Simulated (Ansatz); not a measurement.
## Lattice vibrations of Ga at Γ at 5 GPa

The calculation used DFT LDA, scalar-relativistic, plane waves, PAW in Ansatz 0.2.0. Plane waves to 420 eV; Γ-centred k mesh 16×16×14; Fermi-Dirac smearing of 0.15 eV. No spin polarisation. Phonons by linear response, acoustic sum rule imposed.

The cell, relaxed at 5 GPa:
```xyz
2
Lattice="1.3216 -3.8406 0.0000 1.3216 3.8406 0.0000 0.0000 0.0000 3.2044" Properties=species:S:1:pos:R:3 pbc="T T T"
Ga    1.3216   -2.8159    0.8011
Ga    1.3216    2.8159    2.4033
```

In a metal, frequencies and elastic constants depend on the k mesh and the smearing, soft modes and shear constants most. Other phases may be more stable at this pressure.

Optical modes at Γ; i marks an imaginary frequency:
```csv
frequency (cm⁻¹),degeneracy
54,1
141,1
219,1
```

All 3 optical modes at Γ are real: no displacement of atoms at fixed cell lowers the energy to second order. Strains and modes at other wave vectors aren't tested by this run.

This form isn't the element's structure at ambient conditions.

Cost: 1 run of about 2.6 core-minutes, on Arm Neoverse V1 (shared hosts).